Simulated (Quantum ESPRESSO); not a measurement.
**Band energies of InN**

```xyz
2
Lattice="0.0000 2.5027 2.5027 2.5027 0.0000 2.5027 2.5027 2.5027 0.0000" Properties=species:S:1:pos:R:3 pbc="T T T"
N      3.7540     3.7540     3.7540
In     0.0000     0.0000     0.0000
```

PBEsol (pw.x of Quantum ESPRESSO, ONCV potentials, without SOC); path ΓXWKΓLUWLK,UX; energies in eV from the Fermi level.

| k (1/Å) | point | band 5 | band 6 | band 7 | band 8 | band 9 | band 10 | band 11 | band 12 |
|---|---|---|---|---|---|---|---|---|---|
| 0.00 | Γ | -13.25 | -13.25 | -0.68 | -0.22 | -0.22 | -0.22 | 9.07 | 9.07 |
| 0.63 |  | -13.20 | -12.63 | -3.41 | -1.44 | -1.44 | 2.53 | 6.35 | 9.66 |
| 1.26 | X | -13.14 | -11.17 | -5.28 | -2.51 | -2.51 | 2.58 | 5.60 | 8.74 |
| 1.88 | W | -13.22 | -10.89 | -5.06 | -3.25 | -3.08 | 4.93 | 6.20 | 7.89 |
| 1.99 |  | -13.21 | -10.91 | -5.08 | -3.37 | -2.86 | 4.80 | 6.12 | 7.98 |
| 2.33 | K | -13.19 | -11.00 | -5.17 | -3.62 | -2.05 | 3.99 | 5.85 | 8.29 |
| 2.63 |  | -13.25 | -11.33 | -5.11 | -3.32 | -1.40 | 4.75 | 5.50 | 7.49 |
| 3.25 |  | -13.26 | -13.13 | -2.67 | -0.92 | -0.39 | 1.55 | 7.65 | 8.82 |
| 3.66 | Γ | -13.25 | -13.25 | -0.68 | -0.22 | -0.22 | -0.22 | 9.07 | 9.07 |
| 3.86 |  | -13.25 | -13.25 | -1.54 | -0.30 | -0.30 | 0.51 | 8.52 | 9.17 |
| 4.55 |  | -13.19 | -11.79 | -5.65 | -1.01 | -1.01 | 2.68 | 6.26 | 9.16 |
| 4.75 | L | -13.18 | -11.53 | -6.07 | -1.07 | -1.07 | 2.78 | 6.21 | 9.09 |
| 5.18 |  | -13.19 | -11.24 | -5.59 | -2.77 | -1.55 | 4.34 | 5.58 | 7.96 |
| 5.51 | U | -13.19 | -11.00 | -5.17 | -3.62 | -2.05 | 3.99 | 5.85 | 8.29 |
| 5.85 |  | -13.21 | -10.91 | -5.08 | -3.37 | -2.86 | 4.80 | 6.12 | 7.98 |
| 5.96 | W | -13.22 | -10.89 | -5.06 | -3.25 | -3.08 | 4.93 | 6.20 | 7.89 |
| 6.40 |  | -13.20 | -11.23 | -5.58 | -2.71 | -1.69 | 4.55 | 5.52 | 7.84 |
| 6.85 | L | -13.18 | -11.53 | -6.07 | -1.07 | -1.07 | 2.78 | 6.21 | 9.09 |
| 6.93 |  | -13.18 | -11.52 | -6.05 | -1.17 | -1.09 | 2.89 | 6.18 | 8.97 |
| 7.44 |  | -13.20 | -11.08 | -5.30 | -3.43 | -1.82 | 4.39 | 5.65 | 7.99 |
| 7.61 | K | -13.19 | -11.00 | -5.17 | -3.62 | -2.05 | 3.99 | 5.85 | 8.29 |
| 7.61 | U | -13.19 | -11.00 | -5.17 | -3.62 | -2.05 | 3.99 | 5.85 | 8.29 |
| 8.06 | X | -13.14 | -11.17 | -5.28 | -2.51 | -2.51 | 2.58 | 5.60 | 8.74 |

At this level the gap is closed or nearly so: along the path the highest valence and lowest conduction bands touch, or overlap by less than 0.6 eV, a zero-gap or semimetallic result; the valence top lies at Γ, the conduction bottom at Γ. Semilocal functionals close the gaps of some narrow-gap semiconductors, so this alone doesn't show that the compound has none.

Spin-orbit splittings are left out.

Geometry of the Materials Project entry, not relaxed at this level.

This is not the ordinary phase of the substance; no match was found in the copy of COD used, and its stability was not checked.
